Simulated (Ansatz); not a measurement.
Ti3W2 (P6_3/mmc)

Level of theory: DFT PBE, scalar-relativistic, plane waves, PAW (Ansatz).

Settings: cutoff 420 eV, Γ-centred mesh 18×18×2 on the computed 10-atom cell, Gaussian smearing of 0.10 eV; no spin polarisation.

The structure is relaxed at this level of theory with its symmetry kept, and needn't be the ground state of this composition.

Space group P6_3/mmc (No. 194), hexagonal, a = 2.821 Å, c = 24.218 Å. Ti on a site of symmetry 3m is surrounded by 9 Ti at 2.82–2.86 Å and 3 W at 2.93 Å; Ti on a site of symmetry -6m2 is surrounded by 6 Ti at 2.82 Å and 6 W at 2.93 Å; W has 6 W at 2.82 Å and 6 Ti at 2.93 Å.

- Volume per atom: 16.69 Å³
- Formation energy from the elements' standard states (uncorrected): +0.233 eV/atom
- Kohn–Sham band gap: none (metal)
- Density of states at the Fermi level: 13.0 states/eV per cell
- Orbital (Löwdin) character within 0.5 eV of the Fermi level: Ti 3d 62 %, W 5d 27 %, unprojected 5 %
- Bader charge by site (e): Ti (4 in the cell) 0.36, Ti (2 in the cell) 0.72, W (4 in the cell) -0.72

Spin-orbit coupling is left out, which matters for the bands of heavy elements. Spin polarisation was left out, and a magnetic state may lie lower.

Another cell of Ti3W2 relaxed alike, in I4/mmm, lies 211 meV/atom lower, so this cell isn't the stable form at this level.

The cell was found from a structure generator's guess, not taken from experiment. Löwdin shares on free-atom orbitals overweight diffuse shells.
